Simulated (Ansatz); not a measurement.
TiPd$_{3}$ (Cu3Au type, Pm-3m) under volume change, plane-wave PAW r²SCAN (Ansatz code), scaled uniformly.

```
V (Å³/atom)  E − E(relaxed) (meV/atom)  P (GPa)
-----------  -------------------------  -------
13.421                            89.3    23.67
13.864                            37.2    14.33
14.306                             [?]      [?]
14.749                             0.0     0.01
15.191                             7.7    -5.42
15.634                             [?]      [?]
16.076                            61.8   -13.68
```

**Question.** Fill in the missing entries.

**Answer.** 
- 15.634, E − E(relaxed) (meV/atom): 29.1
- 15.634, P (GPa): -9.93
- 14.306, E − E(relaxed) (meV/atom): 8.8
- 14.306, P (GPa): 6.52

**Question.** What does a third-order Birch–Murnaghan fit give for V₀, B₀ and B′?

**Answer.** V₀ = 14.75 Å³/atom, B₀ = 198 GPa, B′ = 5.0.

The workflow started from an entry of the Crystallography Open Database (COD). Its standing as an ambient phase is unchecked. Symmetry was held in the r²SCAN relaxation; its stability against distortions is not shown here. No spin polarisation was allowed.

Potentials: the later of the program's two PAW sets.
